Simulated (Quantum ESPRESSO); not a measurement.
## Kohn-Sham bands of CsH (CsCl type)

```xyz
2
Lattice="3.8184 0.0000 0.0000 0.0000 3.8184 0.0000 0.0000 0.0000 3.8184" Properties=species:S:1:pos:R:3 pbc="T T T"
Cs     0.0000     0.0000     0.0000
H      1.9092     1.9092     1.9092
```

Structure: Materials Project mp-632319, symmetrised, not relaxed again. Not found in the COD (Crystallography Open Database) copy used, which has the formula in other groups; not checked further. Method: PBEsol plane waves in Quantum ESPRESSO 7.5 (PseudoDojo norm-conserving files, 58 Ry, no spin polarisation, no spin-orbit coupling), Bloch states on a 8×8×8 mesh through Γ, Wannier90 4.0.1. Density: 8×8×8 mesh, cold smearing 0.01 Ry. Spin-orbit coupling is left out although heavy elements are present.

List the Kohn-Sham levels between −8 and 5.5 eV relative to the valence-band maximum at the high-symmetry points, as a band run of pw.x on that density gives them (levels within 2 meV counted together).


```tsv
point	k (reciprocal lattice)	levels (eV)
Γ	0.000 0.000 0.000	-7.89 (×3), -2.05, 3.24 (×2)
X	0.000 0.500 0.000	-7.73 (×2), -0.26, 2.45, 4.04
M	0.500 0.500 0.000	-7.59, -1.28, 4.30
R	0.500 0.500 0.500	0.00, 2.58 (×3)
```
